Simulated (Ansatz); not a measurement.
Relaxed candidate structures of Cu2Te:

A. P-6m2 (No. 187), hP6; a = b = 4.3847 Å, c = 6.6302 Å, α = β = 90.00°, γ = 120.00°; Cu 1e (0.667, 0.333, 0.000); Cu 2h (0.333, 0.667, 0.303); Cu 1b (0.000, 0.000, 0.500); Te 1f (0.667, 0.333, 0.500); Te 1a (0.000, 0.000, 0.000)

B. Pnma (No. 62), oP12; a = 11.023 Å, b = 4.281 Å, c = 4.512 Å, α = β = γ = 90.00°; Te 4c (0.355, 0.250, 0.189); Cu 4c (0.120, 0.250, 0.345); Cu 4c (0.002, 0.750, 0.157)

C. P6₃mc (No. 186), hP6; a = 4.325 Å, b = 4.325 Å, c = 7.334 Å, α = 90.00°, β = 90.00°, γ = 120.00°; Cu 2b (0.667, 0.333, 0.430); Cu 2a (0.000, 0.000, 0.490); Te 2b (0.667, 0.333, 0.081)

D. I4/mcm (No. 140), tI12; a = b = 5.2338 Å, c = 7.7618 Å, α = β = γ = 90.00°; Cu 8h (0.307, 0.193, 0.000); Te 4a (0.000, 0.000, 0.250)

### Question
Rank these by energy per atom (lowest first), as r2SCAN (plane waves to 500 eV, PAW, scalar-relativistic; Ansatz, a quantum-chemistry and plane-wave program) gives it.

### Answer
C (reference, the lowest of the structures calculated here), B (+0.03 eV/atom), D (+0.20 eV/atom), A (+0.30 eV/atom)

Each run could gain symmetry but not lose that of its start, so entries can be saddle points. All of these are generated cells (placed on structure types, drawn at random, substituted or restacked) that were not matched to a known phase here. The real structure of this composition may not be among these, and whether this composition forms is not checked here. Energies are at zero temperature and pressure, without zero-point motion. No spin polarisation in the result. Without spin-orbit coupling the bands of the heavy element are not split, so the gap can be far off.
